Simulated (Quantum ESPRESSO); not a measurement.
# Band energies of NaOH

```
CELL_PARAMETERS angstrom
      3.42587     0.00000     0.00000
      0.00000     3.34644     0.00000
     -1.57462     0.00000     5.05566
ATOMIC_POSITIONS crystal
  H  0.45880 0.92955 0.92346
  H  0.54120 0.42955 0.07654
  O  0.36532 0.77380 0.76128
  O  0.63468 0.27380 0.23872
  Na 0.15946 0.79660 0.30562
  Na 0.84054 0.29660 0.69438
```

PBEsol (Quantum ESPRESSO, PseudoDojo norm-conserving, 88 Ry, no spin-orbit coupling); path ΓYHCEM1AXH1,MDZ,YD; energies in eV from the valence-band maximum.

```csv
k (1/Å),point,band 12,band 13,band 14,band 15,band 16,band 17,band 18,band 19
0.00,Γ,-3.75,-0.46,-0.40,-0.33,-0.17,3.56,9.38,9.40
0.41,,-4.06,-0.69,-0.57,-0.41,-0.03,4.62,7.33,10.24
0.62,Y,-4.26,-0.76,-0.59,-0.43,0.00,5.17,6.72,10.22
0.82,,-4.23,-0.87,-0.73,-0.40,-0.12,5.38,6.89,10.12
1.23,,-4.05,-1.81,-1.03,-0.44,-0.35,6.40,7.94,8.94
1.43,H,-3.94,-2.08,-1.21,-0.43,-0.34,6.88,7.94,8.68
1.43,C,-3.87,-2.18,-1.14,-0.44,-0.33,6.99,7.50,9.03
1.81,,-4.09,-1.95,-1.16,-0.60,-0.60,7.72,7.80,9.22
2.18,,-4.47,-1.47,-1.27,-0.91,-0.88,8.36,9.15,9.42
2.37,E,-4.59,-1.31,-1.31,-0.96,-0.96,8.85,8.85,9.59
2.37,M1,-4.62,-1.27,-1.27,-0.92,-0.92,8.76,8.76,9.42
2.72,A,-4.59,-1.29,-1.29,-0.93,-0.93,8.74,8.74,9.39
3.04,,-4.39,-1.57,-1.26,-0.80,-0.80,8.05,8.75,9.23
3.35,,-4.08,-1.92,-1.24,-0.58,-0.54,7.61,7.67,9.21
3.66,X,-3.93,-2.07,-1.27,-0.48,-0.33,7.07,7.56,9.11
4.01,H1,-3.94,-2.08,-1.21,-0.43,-0.34,6.88,7.94,8.68
4.01,M,-4.62,-1.27,-1.27,-0.92,-0.92,8.76,8.76,9.42
4.18,,-4.69,-1.14,-1.14,-0.92,-0.92,8.74,8.74,9.06
4.66,,-4.91,-1.07,-1.07,-0.36,-0.36,7.28,7.28,9.69
4.83,D,-4.93,-1.08,-1.08,-0.28,-0.28,7.14,7.14,9.74
4.98,,-4.90,-1.13,-1.13,-0.28,-0.28,7.20,7.20,9.75
5.29,,-4.73,-1.43,-1.43,-0.28,-0.28,7.49,7.49,9.77
5.45,Z,-4.69,-1.49,-1.49,-0.28,-0.28,7.55,7.55,9.76
5.45,Y,-4.26,-0.76,-0.59,-0.43,0.00,5.17,6.72,10.22
5.72,,-4.40,-0.80,-0.64,-0.57,-0.03,5.48,6.88,10.49
5.99,,-4.70,-0.97,-0.90,-0.48,-0.10,6.18,7.16,10.10
6.39,D,-4.93,-1.08,-1.08,-0.28,-0.28,7.14,7.14,9.74
```

The PBEsol gap is indirect, 3.56 eV, from Y to Γ; the smallest direct gap is 3.73 eV.

Geometry of the Materials Project entry, not relaxed at this level.

The structure is a Materials Project entry; no match was found in the copy of COD used, and its stability was not checked.
